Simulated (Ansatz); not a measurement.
The start is a relaxed GaN cell shaken by Gaussian noise of σ = 0.08 Å a coordinate. Cell shape, volume and atoms are optimised at zero target pressure with PBE (plane waves to 420 eV, PAW, scalar-relativistic; Ansatz, an electronic-structure program). The first steps use a coarse 8×8×3 k-mesh.

Input geometry:
```
GaN
1.0
    3.21715     0.00000     0.00000
   -1.60857     2.78613     0.00000
    0.00000     0.00000    10.49511
Ga N
4 4
Direct
  0.99640   0.99232   0.00544
  0.97260   0.97400   0.51793
  0.66451   0.36255   0.74484
  0.32430   0.63971   0.24231
  0.99286   0.98262   0.80399
  0.00425   0.99064   0.31737
  0.64823   0.29247   0.57275
  0.37334   0.74588   0.06140
```

- Initial pressure: +4.0 GPa (positive: the cell is compressed)
- Energy released: 0.15 eV/atom
- Relative to the parent: It returns to the parent structure, P6₃mc (No. 186)
- Shortest distances (start → end): The closest pairs of elements (up to four, under 3.6 Å), start → end: Ga–N 1.82 → 1.97 Å; Ga–Ga 2.93 → 3.21 Å; N–N 3.04 → 3.21 Å
- Band gap at the end: 1.62 eV, direct at Γ (no spin-orbit coupling)
- Optimiser moves: 5

It ends as:

```cif
data_Ga4N4
_chemical_formula_sum 'Ga4 N4'
_space_group_name_H-M_alt 'P63mc'
_space_group_IT_number 186
_space_group_name_Hall 'P 6c -2c'
_cell_length_a 3.21715
_cell_length_b 3.21715
_cell_length_c 10.49517
_cell_angle_alpha 90.000
_cell_angle_beta 90.000
_cell_angle_gamma 120.000
loop_
_atom_site_label
_atom_site_type_symbol
_atom_site_symmetry_multiplicity
_atom_site_Wyckoff_symbol
_atom_site_fract_x
_atom_site_fract_y
_atom_site_fract_z
_atom_site_occupancy
Ga1 Ga 2 a 0.00000 0.00000 0.00236 1
Ga2 Ga 2 b 0.33333 0.66667 0.25207 1
N1 N 2 a 0.00000 0.00000 0.31437 1
N2 N 2 b 0.33333 0.66667 0.06422 1
```

Final values are on a 12×12×3 k-mesh of the relaxed cell. No spin polarisation in the result.

The first start was generated by placing the elements on the sites of a structure type. A measured structure of GaN has the same space group, P6₃mc (No. 186); the sites were not compared with it.
